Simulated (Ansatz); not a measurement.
C: two-dimensional strain map

Computed with DFT LDA, scalar-relativistic, plane waves, PAW (Ansatz 0.2.0). Cutoff 420 eV, Γ-centred 12×12×12 k-points, Gaussian smearing of 0.05 eV. No spin polarisation. Energies are free energies at this smearing, counted from the undisturbed cell; pressure is positive in compression.

Zero of the scan (as given, not relaxed at this level; it stands at -4.1 GPa):

```
CELL_PARAMETERS angstrom
1.22803 0.70900 3.34701
-1.22803 0.70900 3.34701
0.00000 -1.41800 3.34701
ATOMIC_POSITIONS crystal
C 0.16400 0.16400 0.16400
C 0.83600 0.83600 0.83600
```

The cell holds layers and no dispersion correction was added, so their binding is poorly described.

The cell is strained by p along both x and y and by q along z, fractional coordinates fixed. Points are written (p, q).

Energy above the undisturbed cell in meV/atom (a dash: not computed):

| p \ q | -0.050 | -0.025 | 0.000 | 0.025 | 0.050 |
| --- | --- | --- | --- | --- | --- |
| -0.050 | 162.1 | 162.1 | 163.2 | 165.2 | 167.6 |
| -0.025 | 29.3 | 29.0 | 29.9 | 31.8 | 34.1 |
| 0.000 | -0.2 | -0.8 | 0.0 | 1.7 | 4.0 |
| 0.025 | 55.9 | 55.0 | 55.6 | 57.2 | 59.3 |
| 0.050 | 182.1 | 181.1 | 181.5 | 183.0 | 185.0 |

Pressure in GPa:

| p \ q | -0.050 | -0.025 | 0.000 | 0.025 | 0.050 |
| --- | --- | --- | --- | --- | --- |
| -0.050 | 52.0 | 50.3 | 48.8 | 47.5 | 46.3 |
| -0.025 | 20.9 | 20.0 | 19.3 | 18.7 | 18.1 |
| 0.000 | -3.8 | -4.0 | -4.1 | -4.2 | -4.2 |
| 0.025 | -23.1 | -22.8 | -22.5 | -22.1 | -21.7 |
| 0.050 | -38.0 | -37.4 | -36.6 | -35.9 | -35.2 |

Gap on the k-mesh in eV:

```csv
p \ q,-0.050,-0.025,0.000,0.025,0.050
-0.050,0.96,0.84,0.73,0.63,0.55
-0.025,0.99,0.86,0.75,0.65,0.57
0.000,1.01,0.88,0.77,0.67,0.59
0.025,1.03,0.90,0.79,0.69,0.60
0.050,0.98,0.92,0.81,0.71,0.62
```